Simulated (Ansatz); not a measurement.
# KMgF$_{3}$: frozen-core PAW against all-electron methods

```yaml
crystal:
  lattice:
    - [3.98590, 0.00000, 0.00000]
    - [0.00000, 3.98590, 0.00000]
    - [0.00000, 0.00000, 3.98590]
  atoms:
    - { symbol: K, position: [0.50000, 0.50000, 0.50000] }
    - { symbol: Mg, position: [0.00000, 0.00000, 0.00000] }
    - { symbol: F, position: [0.50000, 0.00000, 0.00000] }
    - { symbol: F, position: [0.00000, 0.50000, 0.00000] }
    - { symbol: F, position: [0.00000, 0.00000, 0.50000] }
```

Atoms are numbered in the order listed.

The cell is COD entry 9006363, as deposited and not checked against the literature; nothing was relaxed.

Methods: DFT, PBE, PAW with Ansatz's default frozen-core files, scalar-relativistic (Ansatz 0.2.0); DFT, PBE, all-electron LAPW, scalar-relativistic (Ansatz 0.2.0).

For PAW: a Γ-centred 6×6×6 k mesh, Fermi–Dirac smearing of 0.03 eV, cutoff 420 eV, no spin polarisation. LAPW targets a basis error of 1 meV/atom. The Ansatz runs share mesh, smearing and spin set-up. Plane-wave (PAW) pressures include the program's estimate of the Pulay term.

Stress and pressure are positive in compression.

Levels count from the top of the valence band.

PAW results:

| quantity | PAW |
| --- | --- |
| pressure (GPa) | 3.78 |
| band gap (eV) | 7.334 |
| highest filled level at R (eV) | 0.000 |
| lowest empty level at R (eV) | 10.462 |
| highest filled level at M (eV) | -0.021 |
| lowest empty level at M (eV) | 10.929 |
| highest filled level at X (eV) | -0.528 |
| lowest empty level at X (eV) | 10.131 |

(1) What does LAPW (all electrons) give for the same quantities?

## Answers

(1) 
| quantity | LAPW |
| --- | --- |
| pressure (GPa) | 3.78 |
| band gap (eV) | 7.323 |
| highest filled level at R (eV) | 0.000 |
| lowest empty level at R (eV) | 10.455 |
| highest filled level at M (eV) | -0.021 |
| lowest empty level at M (eV) | 10.923 |
| highest filled level at X (eV) | -0.526 |
| lowest empty level at X (eV) | 10.126 |
